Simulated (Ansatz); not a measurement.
The relaxed structure here is a generated cell of TiOs: the first start was made by placing the elements on the sites of a structure type, and the end was not matched to a known phase here, so it may be hypothetical.

One starting cell of TiOs (a generated cell, TiOs built in the AFLOW prototype AB_cF16_227_a_b (B32, as in NaTl)) was relaxed twice with Ansatz (plane waves, PAW, scalar-relativistic): with PBEsol at 420 eV and with PBE at 420 eV. The PBEsol result:

```
CELL_PARAMETERS angstrom
      0.00000     3.06737     3.06737
      3.06737     0.00000     3.06737
      3.06737     3.06737     0.00000
ATOMIC_POSITIONS crystal
  Os 0.75000 0.75000 0.75000
  Os 0.50000 0.50000 0.50000
  Ti 0.00000 0.00000 0.00000
  Ti 0.25000 0.25000 0.25000
```

```csv
quantity,PBEsol,PBE
space group,Fd-3m,Fd-3m
volume (Å³/atom),14.43,(withheld)
a (Å),6.135,(withheld)
"gap (eV, no spin-orbit coupling)",0.00,(withheld)
```

### Question
What does PBE give for the same quantities?

### Answer

- volume (Å³/atom), PBE: 14.91
- a (Å), PBE: 6.201
- gap (eV, no spin-orbit coupling), PBE: 0.00

Both levels end in the same structure; PBE's volume is 3.3 % larger. Neither column is exact.

No spin polarisation in the result.

The run could not lose the symmetry of its start: the end is stationary, and may be a saddle point rather than a minimum.

All atoms sit on sites fixed by symmetry, so only the cell could relax.

Ansatz is a program for electronic structure.
